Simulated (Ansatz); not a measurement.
LiCl: from a starting cell to a relaxed one

The start is a generated trial cell of LiCl in the rocksalt structure type. The structure is fully relaxed (lattice and positions, P = 0) with PBE (plane waves to 420 eV, PAW, scalar-relativistic; Ansatz, a quantum-chemistry and plane-wave program). First-step values are on the input's coarse k-mesh.

Ansatz input (later rounds restart from its end on a renewed k-mesh):
Ansatz 0.2 input:
```yaml
crystal:
  lattice:
    - [0, 2.486339, 2.486339]
    - [2.486339, 0, 2.486339]
    - [2.486339, 2.486339, 0]
  atoms:
    - { symbol: Cl, position: [0, 0, 0] }
    - { symbol: Li, position: [0.5, 0.5, 0.5] }
basis: { ecutwfc: 420, ecutrho_ratio: 4, xc_grid: 2, fft_grid_basis: typed }
kpoints: { mp_grid: { grid: [8, 8, 8] } }
hamiltonian:
  xc: pbe
  dispersion: none
  pseudopotentials: { kind: paw }
scf: { occupations: { method: fermi_dirac, width: 0.05 } }
relax: { f_tol: 0.01, max_steps: 100, cell: { stress_tol: 0.02 } }
output: { forces: true, stress: true }
```

Question: How large is the pressure on the unrelaxed cell, and of which sign?

Answer: +4.2 GPa (positive: the cell is compressed).

Question: By how much does the energy per atom fall from start to end?

Answer: 20 meV/atom.

Question: How does the volume change?

Answer: +11.1 %, from 15.37 to 17.08 Å³/atom.

Question: How do the shortest distances between atoms change?

Answer: The closest pairs of elements (up to four, under 3.6 Å), start → end: Cl–Li 2.49 → 2.58 Å; Cl–Cl 3.52 → 3.64 Å; Li–Li 3.52 → 3.64 Å.

Question: Is the relaxed structure metallic? Give its gap.

Answer: 6.26 eV, direct (no spin-orbit coupling).

Question: What does it relax into? Give the structure.

Answer: 
Space group Fm-3m (No. 225); a = b = c = 5.1504 Å, α = β = γ = 90.00°

| atom | site | symmetry | x | y | z |
|---|---|---|---|---|---|
| Cl | 4a | m-3m | 0.0000 | 0.0000 | 0.0000 |
| Li | 4b | m-3m | 0.5000 | 0.5000 | 0.5000 |
(The calculation used a cell of 2 atoms; values per cell refer to that cell.)

The space group stays Fm-3m (No. 225) (the run could not lower it); the end is rock salt type, with 2 atoms in the primitive cell. Final values are on a 11×11×11 k-mesh of the relaxed cell. No spin polarisation in the result.

The run could not lose the symmetry of its start; a randomly shaken copy of 2 atoms returns to this structure.

All atoms sit on sites fixed by symmetry, so only the cell could relax.
